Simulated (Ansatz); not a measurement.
Relaxed-ion elastic tensor of AlN in space group P4_2/mnm (No. 136; Al on 4g, N on 4f) in GPa (Voigt order), PBEsol in the plane-wave PAW code Ansatz; density 3.12 g/cm³, 10.89 Å³ per atom.

|  | 1 | 2 | 3 | 4 | 5 | 6 |
|---|---|---|---|---|---|---|
| 1 | 260 | 145 | 128 | 0.0 | 0.0 | 0.0 |
| 2 | 145 | 260 | 128 | 0.0 | 0.0 | 0.0 |
| 3 | 128 | 128 | 399 | 0.0 | 0.0 | 0.0 |
| 4 | 0.0 | 0.0 | 0.0 | 99.8 | 0.0 | 0.0 |
| 5 | 0.0 | 0.0 | 0.0 | 0.0 | 99.8 | 0.0 |
| 6 | 0.0 | 0.0 | 0.0 | 0.0 | 0.0 | 128 |

Q: Is the crystal mechanically stable?

A: Yes: the smallest eigenvalue of C is 99.8 GPa.

Q: Work out the Voigt, Reuss and Hill averages.

A: K_V = 191, K_R = 186, K_H = 189; G_V = 100, G_R = 92.5, G_H = 96.3 GPa.

Q: Give Young's modulus, Poisson's ratio, Pugh's ratio and the universal anisotropy index.

A: E = 9KG/(3K + G) = 247 GPa; ν = 0.28; K/G = 1.96 (ductile by the Pugh limit of 1.75); A_U = 5G_V/G_R + K_V/K_R − 6 = 0.44.

Q: Estimate the sound speeds and the Debye temperature.

A: v_l = √((K + 4G/3)/ρ) = 10100 m/s, v_t = √(G/ρ) = 5550 m/s, mean 6190 m/s; Θ = (h/k)(3n/4πV)^(1/3) v_m = 831 K.

Q: How much does each axis shrink under pressure?

A: Linear compressibilities β_i = Σ_j S_ij (j = 1 to 3): x 2.1, y 2.1, z 1.2 per TPa.

The start of the workflow was typed in or built on a structure type; neither database checked (COD, Materials Project) lists it. It is not the phase usual at ambient conditions (space group No. 186, 216). The cell was relaxed with PBEsol under the symmetry of its start; phonons on a q-mesh show no instability.

Potentials: the later of the program's two PAW sets.
